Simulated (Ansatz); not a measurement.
Ti4HS8:
```yaml
crystal:
  lattice:
    - [6.86518, 0.00000, 0.00000]
    - [-3.43259, 5.94542, 0.00000]
    - [0.00000, 0.00000, 5.88720]
  atoms:
    - { symbol: Ti, position: [0.65004, 0.82502, 0.00009] }
    - { symbol: S, position: [0.00000, 0.00000, 0.23120] }
    - { symbol: S, position: [0.33052, 0.16526, 0.76741] }
    - { symbol: Ti, position: [0.17498, 0.34996, 0.00009] }
    - { symbol: S, position: [0.50001, 0.49999, 0.24045] }
    - { symbol: S, position: [0.83474, 0.66948, 0.76741] }
    - { symbol: Ti, position: [0.17498, 0.82502, 0.00009] }
    - { symbol: S, position: [0.50001, 0.00001, 0.24045] }
    - { symbol: S, position: [0.83474, 0.16526, 0.76741] }
    - { symbol: Ti, position: [0.66667, 0.33333, 0.99494] }
    - { symbol: S, position: [0.99999, 0.49999, 0.24045] }
    - { symbol: S, position: [0.33333, 0.66667, 0.75119] }
    - { symbol: H, position: [0.00000, 0.00000, 0.46089] }
```

Relaxed with r²SCAN+D4. Special points in fractions of this cell's reciprocal vectors: Γ (0.000, 0.000, 0.000); M (0.500, 0.000, 0.000); K (0.333, 0.333, 0.000); A (0.000, 0.000, 0.500); L (0.500, 0.000, 0.500); H (0.333, 0.333, 0.500).

List the band energies nearest the Fermi level at these points for plane-wave PAW r²SCAN+D4 (Ansatz code).

In eV from the Fermi level; about four levels below and three above (degenerate sets whole), none deeper than 8.9 eV; points with the same levels are listed once.

```tsv
k	below	above
Γ	-1.15 -0.66 -0.66 -0.29	0.03 0.03 0.26 0.26
M	-1.98 -1.77 -1.75 -1.38	0.09 0.28 0.64
K	-2.55 -1.96 -1.61 -1.44	0.29 0.53 0.58
A	-0.77 -0.77 -0.53 -0.19 -0.19	0.25 0.25 1.23
L	-2.19 -1.96 -1.87 -1.74	0.07 0.24 0.64
H	-2.55 -2.32 -1.97 -1.78	0.46 0.57 0.67
```

Space group P3m1. The start of the workflow was typed in or built on a structure type; neither database checked (COD, Materials Project) lists it. Its standing as an ambient phase is unchecked. The cell was relaxed with r²SCAN+D4 under the symmetry of its start; whether a distortion lowers the energy is not shown. The workflow began spin-polarised and lost its moments.

Potentials: the earlier of the program's two PAW sets. The files were generated under PBE; for other functionals the program regenerates the frozen cores, and for LDA and PBEsol the local potential too.
